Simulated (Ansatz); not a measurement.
AlRu (CsCl type)

```
CELL_PARAMETERS angstrom
      2.97635     0.00000     0.00000
      0.00000     2.97635     0.00000
      0.00000     0.00000     2.97635
ATOMIC_POSITIONS crystal
  Al 0.00000 0.00000 0.00000
  Ru 0.50000 0.50000 0.50000
```

The slice is a {110} plane (indices of the conventional cell) through the point (0.500, 0.500, 0.500) (fractional), spanned by u = [100] and v = [011] in vectors of this cell: u (2.98 Å) and v (4.21 Å, at 90° to u). It covers one period; positions are fractions (u, v).

All values below come from PBEsol (plane waves to 420 eV, PAW, scalar-relativistic; Ansatz, a quantum-chemistry and plane-wave program). k mesh 16×16×16. These are valence fields of a PAW run, semicore shells included where kept as valence: close to a nucleus they are smooth pseudo fields. AlRu is run without spin polarisation. AlRu was relaxed with its symmetry unable to fall.

Three fields on this plane, each scaled to ten steps between its own extremes (0 low, 9 high; the total valence density on a logarithmic scale, the potential cut 8 eV below its top; x marks points blanked near nuclei; v = 0 in the bottom row):

Map A
```
|xxxxx73237xxxx|
|xxxxx63236xxxx|
|xxxx9522259xxx|
|xxx963222369xx|
|98754321234578|
|44433xxxxx3344|
|1122xxxxxxx221|
|001xxxxxxxxx10|
|000xxxxxxxxx00|
|000xxxxxxxxx00|
|000xxxxxxxxx00|
|001xxxxxxxxx10|
|1122xxxxxxx221|
|44433xxxxx3344|
|98754321234578|
|xxx963222369xx|
|xxxx9522259xxx|
|xxxxx63236xxxx|
|xxxxx73237xxxx|
|xxxxx84248xxxx|
```

Map B
```
|xxxxx18981xxxx|
|xxxxx48984xxxx|
|xxxx0689860xxx|
|xxx046777640xx|
|01244422244421|
|76641xxxxx1466|
|9862xxxxxxx268|
|985xxxxxxxxx58|
|983xxxxxxxxx38|
|982xxxxxxxxx28|
|983xxxxxxxxx38|
|985xxxxxxxxx58|
|9862xxxxxxx268|
|76641xxxxx1466|
|01244422244421|
|xxx046777640xx|
|xxxx0689860xxx|
|xxxxx48984xxxx|
|xxxxx18981xxxx|
|xxxxx07970xxxx|
```

Map C
```
|xxxxx02520xxxx|
|xxxxx13531xxxx|
|xxxx2256522xxx|
|xxx435787534xx|
|22347899987432|
|23579xxxxx9753|
|4579xxxxxxx975|
|678xxxxxxxxx87|
|778xxxxxxxxx87|
|777xxxxxxxxx77|
|778xxxxxxxxx87|
|678xxxxxxxxx87|
|4579xxxxxxx975|
|23579xxxxx9753|
|22347899987432|
|xxx435787534xx|
|xxxx2256522xxx|
|xxxxx13531xxxx|
|xxxxx02520xxxx|
|xxxxx02520xxxx|
```

Task: Assign the maps to these fields: electron localisation function (ELF); valence electron density; electrostatic potential energy of an electron, from the cell's mean.

Result: A is the valence electron density; B is the electrostatic potential energy of an electron, from the cell's mean; C is the electron localisation function (ELF).
